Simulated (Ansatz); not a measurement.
Input:

N:
```
N
1.0
    3.82971     0.00000     0.00000
   -1.91485     3.31662     0.00000
    0.00000     0.00000     8.16163
N
4
Direct
  0.33333   0.66667   0.31699
  0.66667   0.33333   0.68301
  0.66667   0.33333   0.81699
  0.33333   0.66667   0.18301
```

This is the r²SCAN-relaxed structure.

All from DFT-r²SCAN in the program Ansatz with PAW potentials, unless another level is named. Estimate the band gap.

8.16 eV (smallest direct gap 8.18 eV).

Give the conduction-band minimum.

at M (3 equivalent valleys).

And the valence-band maximum?

on the K–Γ line, 48 % of the way from K.

Space group P6_3/mmc. The first step of the workflow began from a Materials Project structure, measured or hypothetical; the Crystallography Open Database copy checked does not list it. It is not the usual solid phase (space group No. 205). The r²SCAN relaxation kept the symmetry of its start. At this level the phase is mechanically unstable. The substance is a gas or liquid at ambient conditions. A crystal of weakly bound molecules computed without a dispersion correction: the cell and the soft elastic constants depend strongly on that.

Potentials: the later of the program's two PAW sets.
